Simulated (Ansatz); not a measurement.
Structures of K2Si: which is lowest?

Plane-wave DFT in Ansatz with scalar-relativistic PAW potentials, cutoff 420 eV, Γ-centred meshes chosen by cell and gap, Gaussian smearing with energies taken to zero width. Every cell was relaxed (cell and atoms) in a run of its own, within the symmetry of its start. Functional: PBE.

Relaxed structures (starts from databases or built by putting these elements on another compound's sites):
A. I4/mmm, 3 atoms in the computed cell, a = 4.185 Å, c = 12.910 Å; sites (symmetry × multiplicity) K 4mm × 4, Si 4/mmm × 2; start: built
B. R-3m, 3 atoms in the computed cell, a = 5.652 Å, c = 14.755 Å; sites (symmetry × multiplicity) K 3m × 6, Si -3m × 3; start: built

Rank them by energy. Could pressure change the order?

| structure | group | E − E(lowest) (meV/atom) | V (Å³/atom) | gap on mesh (eV) |
| --- | --- | --- | --- | --- |
| A | I4/mmm | 0.0 | 37.68 | 0.00 |
| B | R-3m | 110 | 45.36 | 0.00 |

A is lowest, 110 meV/atom under B. The lowest is also the densest of these, so pressure wouldn't bring one of the others in at first order. Other structures may lie lower than all of these, and vibrations aren't counted.